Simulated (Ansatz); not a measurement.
SrTaNO2:
```cif
data_NO2SrTa
_chemical_formula_sum 'Sr1 Ta1 N1 O2'
_space_group_name_H-M_alt 'P 1'
_space_group_IT_number 1
_cell_length_a 3.99905
_cell_length_b 4.05204
_cell_length_c 4.02786
_cell_angle_alpha 90.000
_cell_angle_beta 90.000
_cell_angle_gamma 90.000
loop_
_space_group_symop_operation_xyz
  'x, y, z'
loop_
_atom_site_label
_atom_site_type_symbol
_atom_site_fract_x
_atom_site_fract_y
_atom_site_fract_z
_atom_site_occupancy
Sr1 Sr 0.00000 0.00000 0.02441 1
Ta1 Ta 0.50000 0.50000 0.51370 1
N1 N 0.50000 0.00000 0.48049 1
O1 O 0.00000 0.50000 0.48649 1
O2 O 0.50000 0.50000 0.99491 1
```

Relaxed with PBEsol.

Q: Which orbitals make up the states near the band edges in DFT-PBEsol in the program Ansatz with PAW potentials?

A: Top 1 eV of the valence band: N 2p 68 %, O 2p 20 %, Ta 5d 6 %. Bottom 1 eV of the conduction band: Ta 5d 83 %, O 2p 7 %, N 2p 6 %. Projections are on Löwdin-orthogonalised atomic valence shells; empty p or d shells of many metals are not among them.

Q: Tabulate the density of states.

A: States/eV per cell of 5 atoms, in 0.25 eV bins, energy from the valence-band maximum.

| E (eV) | total | O 2p | Ta 5d | N 2p |
|---|---|---|---|---|
| -7.85 | 0.00 | 0.00 | 0.00 | 0.00 |
| -7.60 | 0.00 | 0.00 | 0.00 | 0.00 |
| -7.35 | 0.00 | 0.00 | 0.00 | 0.00 |
| -7.10 | 0.11 | 0.08 | 0.01 | 0.00 |
| -6.85 | 2.26 | 1.55 | 0.47 | 0.01 |
| -6.60 | 1.81 | 1.24 | 0.41 | 0.01 |
| -6.35 | 1.32 | 0.91 | 0.30 | 0.01 |
| -6.10 | 1.43 | 0.99 | 0.31 | 0.01 |
| -5.85 | 1.94 | 1.33 | 0.42 | 0.04 |
| -5.60 | 2.34 | 1.49 | 0.54 | 0.13 |
| -5.35 | 2.31 | 1.49 | 0.51 | 0.14 |
| -5.10 | 3.24 | 2.03 | 0.73 | 0.27 |
| -4.85 | 4.49 | 2.83 | 1.00 | 0.42 |
| -4.60 | 5.53 | 3.33 | 1.16 | 0.74 |
| -4.35 | 4.78 | 3.07 | 0.80 | 0.64 |
| -4.10 | 3.52 | 2.36 | 0.46 | 0.47 |
| -3.85 | 3.67 | 2.70 | 0.33 | 0.40 |
| -3.60 | 2.90 | 2.22 | 0.22 | 0.27 |
| -3.35 | 2.68 | 2.04 | 0.19 | 0.28 |
| -3.10 | 3.11 | 2.42 | 0.20 | 0.32 |
| -2.85 | 2.29 | 1.90 | 0.11 | 0.18 |
| -2.60 | 1.38 | 0.97 | 0.11 | 0.23 |
| -2.35 | 1.64 | 0.91 | 0.21 | 0.44 |
| -2.10 | 1.64 | 0.61 | 0.26 | 0.67 |
| -1.85 | 1.33 | 0.24 | 0.25 | 0.75 |
| -1.60 | 1.93 | 0.31 | 0.24 | 1.20 |
| -1.35 | 2.23 | 0.38 | 0.24 | 1.42 |
| -1.10 | 2.66 | 0.47 | 0.24 | 1.76 |
| -0.85 | 3.46 | 0.65 | 0.20 | 2.39 |
| -0.60 | 3.49 | 0.71 | 0.16 | 2.42 |
| -0.35 | 2.30 | 0.51 | 0.17 | 1.53 |
| -0.10 | 0.20 | 0.04 | 0.01 | 0.14 |
| 0.15 | 0.00 | 0.00 | 0.00 | 0.00 |
| 0.40 | 0.00 | 0.00 | 0.00 | 0.00 |
| 0.65 | 0.00 | 0.00 | 0.00 | 0.00 |
| 0.90 | 0.05 | 0.00 | 0.05 | 0.00 |
| 1.15 | 0.32 | 0.02 | 0.28 | 0.00 |
| 1.40 | 0.50 | 0.03 | 0.42 | 0.02 |
| 1.65 | 0.75 | 0.06 | 0.59 | 0.06 |
| 1.90 | 0.94 | 0.09 | 0.72 | 0.08 |
| 2.15 | 0.99 | 0.11 | 0.74 | 0.08 |
| 2.40 | 1.15 | 0.14 | 0.83 | 0.10 |
| 2.65 | 1.32 | 0.17 | 0.93 | 0.11 |
| 2.90 | 1.50 | 0.22 | 1.02 | 0.12 |
| 3.15 | 1.74 | 0.28 | 1.15 | 0.12 |
| 3.40 | 2.31 | 0.42 | 1.50 | 0.14 |
| 3.65 | 2.92 | 0.52 | 1.83 | 0.20 |
| 3.90 | 2.44 | 0.36 | 1.39 | 0.21 |
| 4.15 | 1.99 | 0.21 | 0.97 | 0.22 |
| 4.40 | 2.18 | 0.17 | 0.94 | 0.31 |
| 4.65 | 2.32 | 0.12 | 0.94 | 0.39 |
| 4.90 | 1.85 | 0.09 | 0.59 | 0.25 |
| 5.15 | 1.34 | 0.07 | 0.25 | 0.08 |
| 5.40 | 1.55 | 0.08 | 0.19 | 0.04 |
| 5.65 | 3.23 | 0.14 | 0.59 | 0.09 |

Space group Pmm2. The workflow started from a Materials Project entry (that database holds measured and hypothetical structures alike); the Crystallography Open Database copy checked does not list it. With N and O taken as one species the cell has the higher symmetry P4mm, so it may be an ordered model of a mixed-site phase. Its standing as an ambient phase is unchecked. The cell was relaxed with PBEsol under the symmetry of its start. At this level the phase is dynamically unstable (imaginary phonons). The run is not spin-polarised. Spin–orbit coupling is left out wherever it is not named.

Potentials: the later of the program's two PAW sets.
